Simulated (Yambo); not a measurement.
Yambo run on AgCl (space group Cmcm, No. 63). The wavefunctions are norm-conserving LDA (Quantum ESPRESSO, 86 Ry, no spin-orbit coupling) ones on a 4×4×4 mesh (26 occupied bands); a = b = 5.6143 Å, c = 3.7742 Å, α = β = 90.00°, γ = 141.94°.

Yambo input:

```
rim_cut
gw0
dyson
el_el_corr
HF_and_locXC
ppa
em1d
RandQpts= 1000000
RandGvec= 1 Ry
EXXRLvcs= 86 Ry
VXCRLvcs= 344 Ry
Chimod= "HARTREE"
% BndsRnXp
 9 | 36 |
%
NGsBlkXp= 5 Ry
% LongDrXp
 1.0 | 1.0 | 1.0 |
%
PPAPntXp= 27.2114 eV
% GbndRnge
 1 | 36 |
%
GTermKind= "BG"
DysSolver= "n"
ExtendOut
% QPkrange
 1 | 1 | 26 | 27 |
 10 | 10 | 26 | 26 |
%
```

k points by index: 1 = Γ, 10 = (0.25, 0.25, 0).

The o-*.qp file then holds:

```
#    K-point    Band    Eo [eV]    E [eV]    E-Eo [eV]    Vxc [eV]    Vnlxc [eV]    Sc|Eo [eV]    Sc|E [eV]    dSc/dw|Eo [eV]    Re(Z)    Im(Z)
#
    1    26    -1.560473    -2.318304    -0.757831    -21.42587    -26.95034    4.525593    4.766632    -8.649587    0.758786    -0.003457
    1    27    0.277447    1.744062    1.466615    -13.65730    -9.630285    -2.232710    -2.560403    -6.079489    0.817380    -0.001536
    10    26    0.000000    -0.637247    -0.637247    -21.09310    -25.88916    3.975791    4.158810    -7.812489    0.776934    -0.001894
```
(The two width columns are left out.) Convergence of these settings isn't established.

Geometry relaxed with LDA.

This is not the ordinary phase of the substance; no match was found in the copy of COD used, and its stability was not checked.
